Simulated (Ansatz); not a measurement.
**Structure relaxation, Be**

The start is a relaxed Be cell, doubled along one cell vector, shaken by Gaussian noise of σ = 0.08 Å a coordinate. A full variable-cell relaxation at zero pressure is run with PBE (plane waves to 420 eV, PAW, scalar-relativistic; Ansatz, a quantum-chemistry and plane-wave program). The first steps use a coarse 9×17×11 k-mesh.

Starting cell:
```yaml
crystal:
  lattice:
    - [-4.21776, 4.21776, 2.11188]
    - [2.10888, -2.10888, 1.05594]
    - [2.10888, 2.10888, -1.05594]
  atoms:
    - { symbol: Be, position: [0.36476, 0.22350, 0.52531] }
    - { symbol: Be, position: [0.89252, 0.24422, 0.50271] }
    - { symbol: Be, position: [0.06210, 0.12684, 0.06157] }
    - { symbol: Be, position: [0.50955, 0.01471, 0.03371] }
```

Problem. How does the volume change?

Solution. -16.2 %, from 9.39 to 7.87 Å³/atom.

Problem. Does it find its way back to the structure it was made from?

Solution. It does not go back: it reaches Fm-3m (No. 225), fcc (Cu type), 0.64 eV/atom below the parent.

Problem. How do the shortest distances between atoms change?

Solution. The closest pairs of elements (up to four, under 3.6 Å), start → end: Be–Be 1.91 → 2.23 Å.

Problem. What does it relax into? Give the structure.

Solution. 
Space group Fm-3m (No. 225); a = b = c = 3.158 Å, α = β = γ = 90.00°

```csv
atom,site,symmetry,x,y,z
Be,4b,m-3m,0.5000,0.5000,0.5000
```
(The calculation used a cell of 1 atom; values per cell refer to that cell.)

Final values are on a 25×25×25 k-mesh of the relaxed cell. No spin polarisation in the result.

The relaxed structure here is a generated cell of Be: the first start was made by placing the elements on the sites of a structure type, and the end was not matched to a known phase here, so it may be hypothetical. Known forms of Be include space group No. 194.
